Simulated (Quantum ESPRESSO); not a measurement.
BP (wurtzite, space group P6_3mc, No. 186) has an indirect gap of 0.83 eV with PBEsol (Quantum ESPRESSO, PseudoDojo norm-conserving, 76 Ry, no spin-orbit coupling). After an isotropic strain (on all lattice vectors, atoms relaxed) the gap is indirect, 1.10 eV.

Problem. Which strain was applied?
A. +2 %
B. -0.7 %
C. -1.5 %
D. +1 %
E. -3 %

Solution. A, +2 %. Gaps found: -3 %: 0.40 eV (indirect); -1.5 %: 0.62 eV (indirect); -0.7 %: 0.74 eV (indirect); 0 %: 0.83 eV (indirect); 1 %: 0.97 eV (indirect); 2 %: 1.10 eV (indirect).

This is not the ordinary phase of the substance; no match was found in the copy of COD used, and its stability was not checked.
